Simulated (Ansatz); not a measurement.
Start of a relaxation of VIrC4N4:

```
V Ir C N
1.0
     5.88262    0.00000    0.00000
     0.00000    5.88262    0.00000
     0.00000    0.00000    5.88262
V Ir C N
1 1 4 4
Direct
  0.00000 0.00000 0.00000
  0.50000 0.50000 0.50000
  0.18814 0.18814 0.18814
  0.18814 0.81186 0.81186
  0.81186 0.18814 0.81186
  0.81186 0.81186 0.18814
  0.30297 0.30297 0.30297
  0.30297 0.69703 0.69703
  0.69703 0.30297 0.69703
  0.69703 0.69703 0.30297
```

Theory: Ansatz, DFT PBE, scalar-relativistic, plane waves, PAW. Cutoff 420 eV, Gaussian smearing, Γ-centred meshes. Cell and atoms relax first on a coarse mesh and then on a finer one. In between, the cell is made exact in the group found at 0.06 Å. In metals the finer mesh still leaves noise of several meV/atom or more. The steps can't lower the symmetry of their start, moments included. Collinear spin, starting moments -2 1 0 0 0 0 0 0 0 0 μB in the order of the atoms.

A guess keeps its type if space group and coordination stay and the shape of the cell changes little (axis ratios within about 15 %, angles within 6°); the volume may change.

**Question.** Does it keep its structure type, or change into something else?

**Answer.** It keeps its type. The symmetry stays P-43m (No. 215). The volume per atom grows by 0.6 %, from 20.4 to 20.5 Å³. The shortest distance goes from 1.17 Å (C–N) to 1.19 Å (C–N). Counting neighbours within 15 % of an atom's shortest distance, the start has C 1, Ir 4, N 1, V 4 and the end C 1, Ir 4, N 1, V 4.

The last run used collinear spin, a 6×6×6 mesh for its 10-atom cell and Gaussian smearing of 0.10 eV. Spin–orbit coupling, which can matter for Ir, is left out. Another magnetic order may lie lower. Symmetry constrained the relaxation, so the result can be a saddle point.
